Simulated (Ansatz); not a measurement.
Here is the system:

SrNbNO₂:
Space group P4/mmm (No. 123); a = b = 3.9777 Å, c = 4.0332 Å, α = β = γ = 90.00°

```json
[
 {"atom": "Sr", "site": "1a", "symmetry": "4/mmm", "x": "0.0000", "y": "0.0000", "z": "0.0000"},
 {"atom": "Nb", "site": "1d", "symmetry": "4/mmm", "x": "0.5000", "y": "0.5000", "z": "0.5000"},
 {"atom": "N", "site": "1c", "symmetry": "4/mmm", "x": "0.5000", "y": "0.5000", "z": "0.0000"},
 {"atom": "O", "site": "2e", "symmetry": "mmm.", "x": "0.0000", "y": "0.5000", "z": "0.5000"}
]
```

This is the LDA-relaxed structure.

All from LDA in the plane-wave PAW code Ansatz, unless another level is named. Give the electronic character.

no gap, with almost no states at the Fermi level (zero-gap or semimetallic).

Give the formation energy from the elements (no fitted shifts).

-2438 meV/atom.

The first step of the workflow began from a Materials Project structure, measured or hypothetical; the Crystallography Open Database copy checked does not list it. With N and O taken as one species the cell has the higher symmetry Pm-3m, so it may be an ordered model of a mixed-site phase. Its standing as an ambient phase is unchecked. The cell was relaxed with LDA under the symmetry of its start. At this level the phase is dynamically unstable (imaginary phonons). The run is not spin-polarised. A small band overlap can be real or an error of a semilocal functional. The references are the lowest solids computed at this level, not always the standard phases (solids in place of the gases). Scalar-relativistic: spin–orbit coupling is off unless named, which matters more the heavier the elements.

Potentials: the later of the program's two PAW sets.
